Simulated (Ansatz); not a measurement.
Level: r2SCAN, no spin polarisation; 500 eV; 5×5×5 Γ-centred mesh; fermi-dirac occupations (width 0.1 eV); Ansatz 0.2.0, fixed geometry.

Computed maps in the lattice plane spanned by a (left to right, 6.80 Å, 21 points from zero) and b (bottom to top, 5.80 Å, 18 points from zero), 90° apart, at height 0.000 along c. The fields are smooth PAW ones with compensation charges, not the true ones near nuclei.

Valence density. Digits on a logarithmic scale: 0 up to 0.03 e/Å³, each further digit a factor of 1.6, 9 from 1.3 e/Å³ up:
```
999777765421123445699
997778876431112345679
666678876531112455666
444677876532223456665
333456766555434556654
222345556788754556554
101123457999975445442
000112468999986433321
001122469999996422110
012333468999986421100
124454457999975432110
245565545788765554322
345665543455566765433
456665432223567877644
666655421113567887666
997654321113467887779
999654432112456777799
999766554211245566799
```

ELF. Ten even steps from '0' (0.01) to '9' (0.90):
```
873288888610012222137
432699999730000012223
112799999720001245531
113789998400003667764
212589974123102688875
100367632688731588874
000022127988982267753
000000059722795125531
000110069600696001100
013552159722795000000
035776228988972122000
147888513788623676300
257888620132147998521
146776630000489998731
113554210002799999721
432221000003799999623
873122221001688888237
984146665200256664148
```

The cell is LaMnS4. Which atoms lie within 0.2 Å of this plane, and where (fractions of a and b)?

La at (0.50, 0.50), Mn at (0.00, 0.00). The whole cell:
```xyz
12
Lattice="6.8026 0.0000 0.0000 0.0000 5.8017 0.0000 -2.1144 0.0000 6.4806" Properties=species:S:1:pos:R:3 pbc="T T T"
La    3.4013    2.9008    0.0000
La    2.3441    0.0000    3.2403
Mn   -1.0572    2.9008    3.2403
Mn    0.0000    0.0000    0.0000
S     4.5499    4.4284    4.3129
S    -0.9189    1.5276    5.4081
S     0.1383    1.3733    2.1678
S     5.6071    4.2741    1.0725
S     0.7603    3.7879    3.9538
S     2.8707    0.8871    5.7671
S     3.9279    2.0138    2.5268
S     1.8175    4.9146    0.7135
```

Origin: a known structure type with other elements, at an estimated volume, so it need not be a known compound. Caveats: no spin polarisation, so a magnetic state may lie lower; f levels without a U or exact exchange are poorly placed.
